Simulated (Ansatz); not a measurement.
Cr (simple cubic, Pm-3m) at seven volumes, the program Ansatz at the PBEsol level (PAW), scaled uniformly. One row is withheld.

```csv
V (Å³/atom),P (GPa)
11.167,23.80
11.536,14.61
11.904,6.74
12.272,0.00
12.640,-5.77
13.008,-10.73
13.376,?
```

Q: Fit the shown pressures and predict the withheld one.

A: P = (3/2)B₀(x^(7/2) − x^(5/2))[1 + (3/4)(B′ − 4)(x − 1)] with x = (V₀/V)^(2/3). Least squares on the six rows gives V₀ = 12.272 Å³/atom, B₀ = 208 GPa, B′ = 4.10. At V = 13.376, x = 0.9442 and P = -15.02 GPa. The run itself gave -14.97 GPa.

A made-up cell: these elements were put on the sites of a structure type; neither database checked (COD, Materials Project) lists it. It is not the phase usual at ambient conditions (space group No. 229). The cell was relaxed with PBEsol under the symmetry of its start. At this level the phase is mechanically unstable. The workflow began spin-polarised and lost its moments.

Potentials: the later of the program's two PAW sets.
